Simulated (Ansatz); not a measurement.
## CdHgC4Se4N4: do the settings matter for the field gradients?

Cell: a measured structure from the Crystallography Open Database (COD) whose atoms were relaxed with PBE, the cell held.

```cif
data_CdHgC4Se4N4
_symmetry_space_group_name_H-M 'I-4'
_symmetry_Int_Tables_number 82
_cell_length_a 11.6495
_cell_length_b 11.6495
_cell_length_c 4.5128
_cell_angle_alpha 90.000
_cell_angle_beta 90.000
_cell_angle_gamma 90.000
loop_
_atom_site_label
_atom_site_type_symbol
_atom_site_symmetry_multiplicity
_atom_site_Wyckoff_symbol
_atom_site_fract_x
_atom_site_fract_y
_atom_site_fract_z
Cd Cd 2 a 0.0000 0.0000 0.0000
Hg Hg 2 d 0.0000 0.5000 0.7500
C C 8 g 0.0849 0.7713 0.6130
Se Se 8 g 0.1308 0.6438 0.4192
N N 8 g 0.0554 0.8551 0.7345
```

One atom of each set is listed; the run and its k-mesh use a cell of 14 atoms with edges of 8.54, 8.54, 8.54 Å.

Reference run. Level of theory: DFT, PBE, plane waves and PAW, scalar-relativistic, 420 eV cutoff, Γ-centred 7×7×7 k-points, Fermi–Dirac smearing 0.02 eV (Ansatz 0.2.0).

Question: The input is changed as follows: `hamiltonian.xc`: pbe → pbesol; `basis.ecutrho_ratio`: not typed → 8; `hamiltonian.dispersion`: not typed → d3bjatm. What happens to V_zz (10²¹ V/m²) and η?

Answer: 

```csv
site,V_zz reference,η reference,V_zz changed,η changed
Cd,1.98,0.00,1.94,0.00
Hg,4.49,0.00,4.41,0.00
C,-3.07,0.04,-3.06,0.04
Se,51.8,0.65,50.5,0.66
N,-2.94,0.56,-2.93,0.56
```

The largest change of V_zz is on Se, from 51.8 to 50.5. In per cent, |V_zz| changes by -2 on Cd, -2 on Hg, -1 on C, -2 on Se, 0 on N (all sites that start above 0.5). The dispersion term itself leaves the density as it is.

On the reference run: Spin–orbit coupling is left out, which shifts gradients on Hg by a few per cent, and by more where contributions nearly cancel. The database entry as given showed forces above 3 eV/Å or a pressure above 30 GPa, though relaxing it moves no atom far.
